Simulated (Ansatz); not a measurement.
Ag (β-Sn type, I4_1/amd) at seven volumes, plane-wave PAW PBEsol (Ansatz code), shape and atoms relaxed at each. One row is withheld.

```csv
V (Å³/atom),P (GPa)
16.741,11.85
17.293,?
17.845,3.19
18.397,-0.01
18.949,-2.63
19.501,-4.77
20.053,-6.52
```

Fit the shown pressures and predict the withheld one.

Third-order Birch–Murnaghan: P = (3/2)B₀(x^(7/2) − x^(5/2))[1 + (3/4)(B′ − 4)(x − 1)] with x = (V₀/V)^(2/3). Least squares on the six rows gives V₀ = 18.395 Å³/atom, B₀ = 96.42 GPa, B′ = 5.65. At V = 17.293, x = 1.0420 and P = 7.09 GPa. The run itself gave 7.09 GPa.

The start of the workflow was typed in or built on a structure type; neither database checked (COD, Materials Project) lists it. It is not the phase usual at ambient conditions (space group No. 225). Symmetry was held in the PBEsol relaxation; its stability against distortions is not shown here. No spin polarisation was allowed.

Potentials: the later of the program's two PAW sets.
